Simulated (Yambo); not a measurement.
G0W0@LDA for a free-standing HfS2 monolayer (symmetry P-3m1, slab cell 15.9 Å high) in Yambo. Reference settings: 9×9×1 Γ-centred k mesh, bands 2 to 97 and a 6 Ry block in the screening, 97 bands in G with the Bruneval-Gonze terminator, plasmon pole fitted at 27.2 eV, slab-truncated Coulomb interaction, stochastic integration of W near q = 0. The LDA gap Γ → (0, 0.444) on this mesh is 1.05 eV; G0W0 gaps are taken between the same points.

The settings were changed. The gap went from 2.71 eV to 2.78 eV, and the shift of the valence edge from -0.70 eV to 0.26 eV.

**Question.** Which change was made?
A) 24 bands in W, 24 bands in G, 4 Ry block
B) 24 bands in W, 24 bands in G, 5 Ry block
C) 24 bands in W, 24 bands in G, no terminator
D) 24 bands in W, 24 bands in G, 3 Ry block

**Answer.** C, 24 bands in W, 24 bands in G, no terminator. The others gave (gap, valence shift): 24 bands in W, 24 bands in G, 3 Ry block: 2.79, -0.14 eV; 24 bands in W, 24 bands in G, 4 Ry block: 2.79, -0.16 eV; 24 bands in W, 24 bands in G, 5 Ry block: 2.80, -0.18 eV.

Spin-orbit coupling is not included.

Geometry relaxed with LDA; primitive cell a = b = 3.562 Å, c = 15.900 Å, α = β = 90.00°, γ = 120.00°.

A shift is the quasiparticle energy of the state minus its LDA energy.
